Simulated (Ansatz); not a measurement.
K:
```cif
data_K2
_chemical_formula_sum 'K2'
_space_group_name_H-M_alt 'P 1'
_space_group_IT_number 1
_cell_length_a 4.76534
_cell_length_b 4.76534
_cell_length_c 7.71783
_cell_angle_alpha 90.000
_cell_angle_beta 90.000
_cell_angle_gamma 119.980
loop_
_space_group_symop_operation_xyz
  'x, y, z'
loop_
_atom_site_label
_atom_site_type_symbol
_atom_site_fract_x
_atom_site_fract_y
_atom_site_fract_z
_atom_site_occupancy
K1 K 0.83321 0.16679 0.25000 1
K2 K 0.16679 0.83321 0.75000 1
```

Relaxed with r²SCAN+D4.

Which orbitals make up the states near the Fermi level in DFT-r²SCAN+D4 in the program Ansatz with PAW potentials?

Within 0.5 eV of the Fermi level: K 4s 81 %, outside the projected shells 18 %. Projections are on Löwdin-orthogonalised atomic valence shells; empty p or d shells of many metals are not among them.

Tabulate the density of states.

States/eV per cell of 2 atoms, in 0.25 eV bins, energy from the Fermi level.

| E (eV) | total | K 4s | K 3p |
|---|---|---|---|
| -2.45 | 0.00 | 0.00 | 0.00 |
| -2.20 | 0.16 | 0.15 | 0.00 |
| -1.95 | 0.43 | 0.42 | 0.00 |
| -1.70 | 0.60 | 0.58 | 0.00 |
| -1.45 | 0.74 | 0.72 | 0.01 |
| -1.20 | 0.87 | 0.84 | 0.01 |
| -0.95 | 0.99 | 0.96 | 0.01 |
| -0.70 | 1.11 | 1.06 | 0.01 |
| -0.45 | 1.24 | 1.16 | 0.01 |
| -0.20 | 1.37 | 1.23 | 0.01 |
| 0.05 | 1.58 | 1.32 | 0.01 |
| 0.30 | 1.63 | 1.19 | 0.01 |
| 0.55 | 1.94 | 1.16 | 0.00 |
| 0.80 | 1.97 | 0.93 | 0.00 |
| 1.05 | 2.06 | 0.63 | 0.00 |
| 1.30 | 2.43 | 0.57 | 0.00 |
| 1.55 | 2.85 | 0.35 | 0.00 |
| 1.80 | 2.57 | 0.18 | 0.00 |
| 2.05 | 2.72 | 0.23 | 0.00 |
| 2.30 | 1.85 | 0.15 | 0.00 |
| 2.55 | 2.33 | 0.12 | 0.00 |
| 2.80 | 2.95 | 0.12 | 0.00 |
| 3.05 | 3.78 | 0.16 | 0.00 |
| 3.30 | 3.74 | 0.10 | 0.00 |
| 3.55 | 3.07 | 0.06 | 0.00 |
| 3.80 | 2.23 | 0.04 | 0.00 |
| 4.05 | 2.19 | 0.03 | 0.00 |
| 4.30 | 2.84 | 0.03 | 0.00 |
| 4.55 | 5.16 | 0.11 | 0.00 |
| 4.80 | 5.28 | 0.13 | 0.00 |

Space group P6_3/mmc (hcp (Mg type)). The workflow started from a Materials Project entry (that database holds measured and hypothetical structures alike); the Crystallography Open Database copy checked does not list it. It is not the phase usual at ambient conditions (space group No. 229). The cell was relaxed with r²SCAN+D4 under the symmetry of its start; its stability against distortions is not shown here. The pairwise dispersion correction was not fitted to metals.

Potentials: the later of the program's two PAW sets.
